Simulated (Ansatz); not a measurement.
An Ansatz input:

```yaml
crystal:
  lattice:
    - [4.3353878595, 0.0, 0.0]
    - [0.0, 4.3353878595, 0.0]
    - [0.0, 0.0, 4.3353878595]
  atoms:
    - { symbol: Rb, position: [0.0, 0.0, 0.0] }
hamiltonian:
  xc: lda
  pseudopotentials:
    kind: paw
    azcp:
      Rb: "pseudopotentials/Rb.paw.azcp"
basis:
  ecutwfc: 420
  fft_grid_basis: typed
kpoints:
  mp_grid: { grid: [8, 8, 8], shift: [0, 0, 0] }
magnetization:
  spin_polarized: false
scf:
  occupations: { method: fermi_dirac, width: 0.1 }
  lower_state_search: "off"
output:
  stress: true
```

and its output:

```
Warning: the record states the generating functional pbe (its physics header spells it `PBE`), which answers neither for hamiltonian.xc's functional nor for the lda family's — results may be inconsistent (PPs are generated against a specific XC)
Engine: ansatz 0.2.0, x86_64-unknown-linux-gnu
Pseudopotentials: kind: paw
Pseudopotential: Rb, paw, valence charge 9, recommended cutoff 420 eV (normal) 
Functional definition: SPW92
  exchange = slater_x
  correlation = pw_c
Crystal: 1 atoms, lattice volume = 81.486 Å³
Basis set: ecut = 420 eV, 1575 PW (Γ)
Bands: 9, of which v1, the nominal top of the filled ones, is band 5 counted from 1 (4 counted from 0)
Symmetry: 48 space group operations
Space group: Pm-3m (ITA 221), of the structure as read, at distance tolerance 4.3e-5 Å
k-points: 35 of 512
Non-local potential: Rb, projectors of the file, l = 0: 3, l = 1: 2, l = 2: 2
PAW form: soft (Blöchl's): semilocal exchange-correlation on the pseudo side does not see the compensation charge
PAW frozen core: Rb, regenerated for the run's functional, and the local potential with it (the file was generated under x = pbe(κ = 0.804, μ = 0.2195149727645171), c = pbe(β = 0.06672455060314922))
PAW one-centre angular grid: Rb, 110 points (default); XC on 64 Gauss nodes
Initial density: superposition of atomic densities (neutral atoms: chi_scale 0, normalization atom), corrected by the library's trained network
Initial wavefunctions: pseudopotential atomic-orbital guess
Functional: x = slater, c = lda
SCF iter   1: F=—  HF=-3170.672039 eV  |F-HF|=—  |Δ(HF+E_count)|=         —  Δρ=3.06e-3  dr2=4.15e-3  ethr=1.77e-3  ⟨swp⟩=6.9  Hψ=2588  notcnv=0
SCF iter   2: F=—  HF=-3170.671611 eV  |F-HF|=—  |Δ(HF+E_count)|=   4.29e-4  Δρ=1.59e-3  dr2=1.45e-3  ethr=4.61e-5  ⟨swp⟩=1.8  Hψ=675  notcnv=0
SCF iter   3: F=—  HF=-3170.671714 eV  |F-HF|=—  |Δ(HF+E_count)|=   1.04e-4  Δρ=1.89e-4  dr2=4.98e-5  ethr=1.61e-5  ⟨swp⟩=2.0  Hψ=472  notcnv=0
SCF iter   4: F=—  HF=-3170.671732 eV  |F-HF|=—  |Δ(HF+E_count)|=   1.72e-5  Δρ=1.09e-4  dr2=1.07e-5  ethr=5.54e-7  ⟨swp⟩=2.0  Hψ=472  notcnv=0
SCF iter   5: F=—  HF=-3170.671727 eV  |F-HF|=—  |Δ(HF+E_count)|=   4.42e-6  Δρ=2.00e-5  dr2=3.42e-7  ethr=1.19e-7  ⟨swp⟩=2.6  Hψ=470  notcnv=0
SCF iter   6: F=-3170.671727 eV  HF=-3170.671727 eV  |F-HF|=1.14e-9  |Δ(HF+E_count)|=   1.56e-7  Δρ=1.40e-6  dr2=1.79e-9  ethr=1.11e-9  ⟨swp⟩=4.3  Hψ=960  notcnv=0
SCF 1 converged in 6 iterations: F = -3170.671727 eV  dr2 = 1.79e-9
SCF converged after 6 iterations
Free energy (F): -3170.671727 eV
Harris-Foulkes:  -3170.671727 eV  (|F-HF|=1.14e-9)
Internal energy: -3170.646958 eV  (E = F + TS)
E sigma→0 (E₀):  -3170.659343 eV
Entropy (-TS):   -0.024769 eV (-24.769 meV/atom)
Fermi energy:    2.222413 eV
--- Per-component energies (eV) ---
  E_band       = -116.975522
  E_kinetic    = 191.085081
  E_local      = -702.659962  (includes V_loc(G=0)·N_el)
  E_nonlocal   = 178.126802
  E_hartree    = 195.386869
  E_xc         = -127.515649
  E_vxc        = -134.360470  (∫ρ·V_xc dr)
  E_paw        = -2523.675124  (= ΣΔE_a)
  E_vpaw       = -39.939730  (= ΣTr[D̂ρ^β])
  E_aug_tail   = -0.000002  (compensation charges beyond the density's cutoff)
  E_ewald      = -381.666233
  E_core_change = 0.271259  (= ΣΔE_core)
  E_smearing   = -0.024769  (= −TS)
  E_closure    = 0.000000  (closes the sum)
  Σ components = -3170.671727   (vs F -3170.671727, Δ=0.00e0)
--- Stress (GPa, compression-positive) ---
        0.104260       0.000000       0.000000
        0.000000       0.104260       0.000000
        0.000000       0.000000       0.104260
  P = ⅓ Tr σ = 0.1043 GPa (1.043 kbar)
```

Launched by

```sh
ansatz run input.yaml --threads 2 --pin off --max-ram 5120MiB --backend cpu --events-out ev --progress --plain --runs-dir out
```

On 2 threads of Intel(R) Xeon(R) 6975P-C (Granite Rapids) (shared host) this took about 0.4 s of wall time and 0.65 s of CPU time.
